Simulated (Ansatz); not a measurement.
Ir:
```
CELL_PARAMETERS angstrom
      0.00000     2.76313     2.76313
      2.76313     0.00000     2.76313
      2.76313     2.76313     0.00000
ATOMIC_POSITIONS crystal
  Ir 0.00000 0.00000 0.00000
  Ir 0.25000 0.25000 0.25000
```

Relaxed with r²SCAN.

### Question
Map the valence electron density (e/Å³), cut off at 3 on the plane through (0.000, 0.000, 0.000) spanned by u = [1, 0, 0] and v = [-1, 1, 1] in lattice vectors, from r²SCAN (plane waves, PAW; program Ansatz).

### Answer
x is the fraction of u, y of v (the angle between them is 90°; rows are the nearest grid lines); atoms in the plane: Ir at (0.00, 0.00), Ir at (0.50, 0.25).
```
|999972100000001279999|
|999962100000001269999|
|999941000000000149999|
|764210000000000012467|
|221100000000000001122|
|110000000000000000011|
|000000000000000000000|
|000000000000000000000|
|000000000000000000000|
|000000000000000000000|
|000000000000000000000|
|000000000000000000000|
|000000000111000000000|
|000000011222110000000|
|000000124676421000000|
|000001259999952100000|
|000001499999994100000|
|000112799999997211000|
|111112699999996211111|
|222222599999995222222|
|764322369999963223467|
|999952222222222259999|
|999962111111111269999|
|999972100000001279999|
```
Scale: ten equal steps from 0.035 (start of '0') to 3.00 (end of '9'), in the order '0123456789'; x runs from 0.000 to 1.00, y from 0.000 (bottom) to 1.00 (top).

The density is the valence pseudo-density with augmentation charge, so density and ELF within about 1 Å of a nucleus are not all-electron values.

Space group Fd-3m (diamond). The start of the workflow was typed in or built on a structure type; neither database checked (COD, Materials Project) lists it. It is not the phase usual at ambient conditions (space group No. 225). The cell was relaxed with r²SCAN under the symmetry of its start; whether a distortion lowers the energy is not shown. The run is not spin-polarised. Spin–orbit coupling is left out wherever it is not named.

Potentials: the earlier of the program's two PAW sets.
